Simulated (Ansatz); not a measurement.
Given:

AlMo2C:
Space group P6₃/mmc (No. 194); a = b = 2.9965 Å, c = 13.3995 Å, α = β = 90.00°, γ = 120.00°

```json
[
 {"atom": "Al", "site": "2d", "symmetry": "-6m2", "x": "0.6667", "y": "0.3333", "z": "0.2500"},
 {"atom": "Mo", "site": "4f", "symmetry": "3m.", "x": "0.3333", "y": "0.6667", "z": "0.0890"},
 {"atom": "C", "site": "2a", "symmetry": "-3m.", "x": "0.0000", "y": "0.0000", "z": "0.0000"}
]
```

This is the PBEsol-relaxed structure.

**Question.** All from DFT-PBEsol in the program Ansatz with PAW potentials, unless another level is named. Predict the electronic character.

**Answer.** metallic (no gap).

**Question.** Next, the formation energy from the elements (no fitted shifts)?

**Answer.** -20 kJ/mol of atoms.

**Question.** What about the density of states at the Fermi level?

**Answer.** 0.44 states/eV per atom (mean over ±0.08 eV).

**Question.** Predict the gap with spin–orbit coupling.

**Answer.** none (metallic).

Space group P6_3/mmc. The start of the workflow was typed in or built on a structure type; neither database checked (COD, Materials Project) lists it. Its standing as an ambient phase is unchecked. The cell was relaxed with PBEsol under the symmetry of its start; whether a distortion lowers the energy is not shown. No spin polarisation was allowed. The references are the lowest solids computed at this level, not always the standard phases. Scalar-relativistic: spin–orbit coupling is off unless named, which matters more the heavier the elements.

Potentials: the earlier of the program's two PAW sets. The files were generated under PBE; for other functionals the program regenerates the frozen cores, and for LDA and PBEsol the local potential too.
